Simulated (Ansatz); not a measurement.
CaAl2O4 in space group P6_3 (No. 173; Pearson symbol hP42), r²SCAN (plane waves, PAW; program Ansatz), all energies at zero smearing, with the estimated change up to a 700 eV cutoff added, with one set of potentials and settings (totals compare only within such a set). Cell of 42 atoms (6 Ca, 12 Al, 24 O): -31137.590 eV.

```csv
element,reference phase,E (eV/atom)
Ca,"Fm-3m, 1 atoms in the cell",-1821.6743
Al,"Fm-3m, 1 atoms in the cell",-540.4106
O,"C2/m, 4 atoms in the cell, spin-polarised",-566.0346
```

Formation energy per atom, worked out: (-31137.590 − 6×(-1821.6743) − 12×(-540.4106) − 24×(-566.0346))/42 = -3.281 eV/atom (-317 kJ per mol of atoms), at 0 K, without zero-point energy or fitted corrections.

The first step of the workflow began from a Materials Project structure, measured or hypothetical; the Crystallography Open Database copy checked does not list it. COD files the formula under space group No. 14, so this cell is another polymorph or a model. Its standing as an ambient phase is unchecked. The r²SCAN relaxation kept the symmetry of its start; its stability against distortions is not shown here. The references are the lowest solids computed at this level, not always the standard phases (solids in place of the gases).

Potentials: the earlier of the program's two PAW sets.
